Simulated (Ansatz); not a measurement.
**SrTl: comparing deformations**

The calculation used DFT PBEsol, scalar-relativistic, plane waves, PAW in Ansatz 0.2.0. Cutoff 420 eV, Γ-centred 12×12×12 k-points, Gaussian smearing of 0.15 eV. Spin–orbit coupling is left out, which can shift energies with elements as heavy as these. No spin polarisation. Energies are free energies at this smearing, counted from the undisturbed cell; pressure is positive in compression.

Reference structure (as given, not relaxed at this level; it stands at -0.3 GPa, and it needn't be the usual structure):

```yaml
crystal:
  lattice:
    - [4.03200, 0.00000, 0.00000]
    - [0.00000, 4.03200, 0.00000]
    - [0.00000, 0.00000, 4.03200]
  atoms:
    - { symbol: Sr, position: [0.00000, 0.00000, 0.00000] }
    - { symbol: Tl, position: [0.50000, 0.50000, 0.50000] }
```

The cell is strained by ε times a Voigt pattern (xx, yy, zz, yz, xz, xy; engineering shear) with fractional coordinates fixed. τ = (1/V0) dE/dε comes from the stress tensor. Of each scan, only the three points used here are listed.

| pattern | ε | τ (GPa) |
| --- | --- | --- |
| (1, 1, 0, 0, 0, 0) | -0.0250 | -2.81 |
| (1, 1, 0, 0, 0, 0) | 0.0000 | 0.65 |
| (1, 1, 0, 0, 0, 0) | 0.0250 | 3.45 |
| (0, 0, 1, 0, 0, 0) | -0.0250 | -0.759 |
| (0, 0, 1, 0, 0, 0) | 0.0000 | 0.323 |
| (0, 0, 1, 0, 0, 0) | 0.0250 | 1.160 |
| (1, -1, 0, 0, 0, 0) | -0.0025 | -0.073 |
| (1, -1, 0, 0, 0, 0) | 0.0000 | 0.000 |
| (1, -1, 0, 0, 0, 0) | 0.0025 | 0.073 |
| (0, 0, 0, 0, 0, 1) | -0.0100 | -0.245 |
| (0, 0, 0, 0, 0, 1) | 0.0000 | 0.000 |
| (0, 0, 0, 0, 0, 1) | 0.0050 | 0.122 |

Question: Which constants do the scans give, and which deformation costs least for the same size of strain tensor?

Answer: The slope dτ/dε at zero (parabola through three points) is pᵀCp: (1, 1, 0, 0, 0, 0) gives 2(C11 + C12) = 125 GPa; (0, 0, 1, 0, 0, 0) gives C11 = 38 GPa; (1, -1, 0, 0, 0, 0) gives 2(C11 − C12) = 29.1 GPa; (0, 0, 0, 0, 0, 1) gives C44 = 24.5 GPa. The size of the strain tensor, ε:ε, is ε² times 2.0, 1.0, 2.0, 0.5. Per unit of it the stiffnesses are 63, 38, 14.6, 49.0 GPa, so (1, -1, 0, 0, 0, 0) is the softest of these: at ε:ε = (1 %)² the quadratic term costs 0.15 meV/atom against 0.64 for the stiffest.

Question: What else follows for this cubic crystal?

Answer: From the unrounded slopes C11 = 38.4 and C12 = 24.3 GPa, so B = (C11 + 2 C12)/3 = 29 GPa and the Poisson ratio for a pull along a cube edge is C12/(C11 + C12) = 0.39. Symmetry also asks 2(C11 − C12) = 28 GPa, against 29 from its own scan.

Question: How anisotropic is this cubic crystal?

Answer: Zener's ratio 2 C44/(C11 − C12) = 3.36; it is 1 for an isotropic solid.

In a metal these slopes depend on the k mesh and the smearing.